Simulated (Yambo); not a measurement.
## Convergence of the G0W0 gap of GaP

G0W0@PBEsol for GaP (zinc blende, space group F-43m, No. 216) in Yambo. Reference settings: 4×4×4 Γ-centred k mesh, 151 bands and a 14 Ry block in the screening, 151 bands in G with the Bruneval-Gonze terminator, plasmon pole fitted at 27.2 eV. The PBEsol gap Γ → X on this mesh is 1.51 eV; G0W0 gaps are taken between the same points.

```csv
change from the reference,G0W0 gap Γ → X (eV),shift of the valence edge (eV),rough Yambo cost
reference settings,2.27,-0.72,1
"50 bands in W, 50 bands in G",2.20,-0.51,about 1/3
"93 bands in W, 93 bands in G",2.24,-0.65,within a factor of two
50 bands in G,2.27,-0.73,–
93 bands in G,2.27,-0.72,–
64 bands in W,2.21,-0.57,within a factor of two
1 Ry block,1.86,0.11,about 1/2
6 Ry block,2.14,-0.56,about 1/2
11 Ry block,2.24,-0.69,within a factor of two
pole fitted at 40 eV,2.30,-0.80,–
no random integration,2.24,-0.53,–
"50 bands in G, no terminator",2.14,-0.39,–
"93 bands in G, no terminator",2.21,-0.58,–
no terminator,2.25,-0.66,–
```

The reference isn't shown to be the converged limit. Costs are rough (shared machines), scaled to the same edge states, and given only for runs that recompute the screening.

Spin-orbit splittings are left out.

The standard potential for Ga keeps a d shell in the valence without the s and p states of that shell. In tests on such compounds this moved G0W0 gaps by up to about 0.9 eV, so absolute quasiparticle energies here are unreliable; differences between settings are what counts.

Geometry relaxed with PBEsol; primitive cell a = b = c = 3.847 Å, α = β = γ = 60.00°.

A shift is the quasiparticle energy of the state minus its PBEsol energy.
